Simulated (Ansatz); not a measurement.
CoSi2:
```xyz
3
Lattice="0.0000 2.6368 2.6368 2.6368 0.0000 2.6368 2.6368 2.6368 0.0000" Properties=species:S:1:pos:R:3 pbc="T T T"
Co     0.0000     0.0000     0.0000
Si     3.9552     3.9552     3.9552
Si     1.3184     1.3184     1.3184
```

Relaxed with LDA.

**Question.** List the phonon frequencies at the special points (DFPT on a 3×3×3 q-mesh, Fourier-interpolated; the program Ansatz at the LDA level (PAW)).

**Answer.** In cm⁻¹; no LO–TO term at Γ, as the run had none.

| q | frequencies |
|---|---|
| Γ | 0 0 0 347 347 347 348 348 348 |
| X | 194 194 268 280 280 297 399 399 399 |
| U | 173 240 252 271 293 327 388 392 400 |
| K | 173 240 252 271 293 327 388 392 400 |
| L | 120 120 300 326 326 352 367 374 374 |
| W | 207 240 240 266 282 359 359 394 406 |

Space group Fm-3m (fluorite or antifluorite type). Symmetry was held in the LDA relaxation; phonons on a q-mesh show no instability. The run is not spin-polarised. As this level gives no gap, phonon frequencies hold no LO–TO term and depend on the k-mesh and smearing (Fermi–Dirac, 0.1 eV here).

Potentials: the later of the program's two PAW sets.
